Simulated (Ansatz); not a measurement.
Ti5AlN6: rattling a relaxed structure

The cell was found from a structure generator's guess, not taken from experiment.

These are results of DFT PBE, scalar-relativistic, plane waves, PAW (Ansatz 0.2.0), not measurements. Plane waves to 420 eV, a k mesh through Γ of 12×12×4 on the computed 12-atom cell and Gaussian smearing (0.10 eV); no spin polarisation.

The cell below (12 atoms, space group P-3m1 (No. 164)) is relaxed within its symmetry.

```xyz
12
Lattice="2.9803 0.0000 0.0000 -1.4902 2.5811 0.0000 0.0000 0.0000 14.6936" Properties=species:S:1:pos:R:3 pbc="T T T"
Ti    0.0000    0.0000    0.0000
Ti    1.4902    0.8604    2.4798
Ti    0.0000    1.7207    4.8809
Ti    1.4902    0.8604    9.8127
Ti    0.0000    1.7207   12.2138
Al    0.0000    0.0000    7.3468
N     0.0000    1.7207    1.2298
N     0.0000    0.0000    3.7008
N     1.4902    0.8604    6.2106
N     0.0000    1.7207    8.4829
N     0.0000    0.0000   10.9928
N     1.4902    0.8604   13.4638
```

For the test it was strained at random (σ = 1.5 % a component), the atoms were moved at random (σ = 0.05 Å), and all was relaxed again on a coarse 12×12×2 mesh (in the run’s order of axes) with 0.20 eV smearing, with no symmetry imposed.

**Question.** What happens?

**Answer.** It returns, within 1 meV/atom of the unmoved cell on that mesh and with the same symmetry when read at 0.1 Å. No instability shows in this cell; modes of other wave vectors, which need another repeat, aren't tested.
